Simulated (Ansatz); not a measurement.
The start is a relaxed WC cell, doubled along one cell vector, shaken by Gaussian noise of σ = 0.08 Å a coordinate. A full variable-cell relaxation at zero pressure is run with r2SCAN (plane waves to 500 eV, PAW, scalar-relativistic; Ansatz, a first-principles code). The first steps use a coarse 5×9×4 k-mesh.

Initial structure:
```
CELL_PARAMETERS angstrom
      5.81754     0.00000     0.00000
     -1.45439     2.51907     0.00000
      0.00000     0.00000     5.72720
ATOMIC_POSITIONS crystal
  W  0.02390 0.99031 0.01312
  W  0.48336 0.94570 0.99445
  W  0.01206 0.00799 0.46921
  W  0.50762 0.00873 0.51155
  C  0.16180 0.67120 0.25244
  C  0.68525 0.69135 0.26093
  C  0.35666 0.34577 0.74706
  C  0.81759 0.35652 0.77782
```

### Question
How large is the pressure on the unrelaxed cell, and of which sign?

### Answer
+12 GPa (positive: the cell is compressed).

### Question
What is the largest force in the starting geometry, and on which atom (counted from 1)?

### Answer
About 6.3 eV/Å, on W3 (atoms numbered as listed).

### Question
By how much does the energy per atom fall from start to end?

### Answer
0.21 eV/atom.

### Question
How do the shortest distances between atoms change?

### Answer
The closest pairs of elements (up to four, under 3.6 Å), start → end: C–W 2.03 → 2.21 Å; W–W 2.61 → 2.86 Å; C–C 2.67 → 2.91 Å.

### Question
What band gap does the relaxed structure have at this level?

### Answer
Zero (metallic).

It ends as:

Space group P6₃/mmc (No. 194); a = 2.909 Å, b = 2.909 Å, c = 5.727 Å, α = 90.00°, β = 90.00°, γ = 120.00°

```tsv
atom	site	symmetry	x	y	z
W	2a	-3m.	0.0000	0.0000	0.0000
C	2c	-6m2	0.3333	0.6667	0.2500
```

Final values are on a 18×18×8 k-mesh of the relaxed cell. No spin polarisation in the result.

The relaxed structure here is a generated cell of WC: the first start was made by placing the elements on the sites of a structure type, and the end was not matched to a known phase here, so it may be hypothetical. Known forms of WC include space group No. 187.
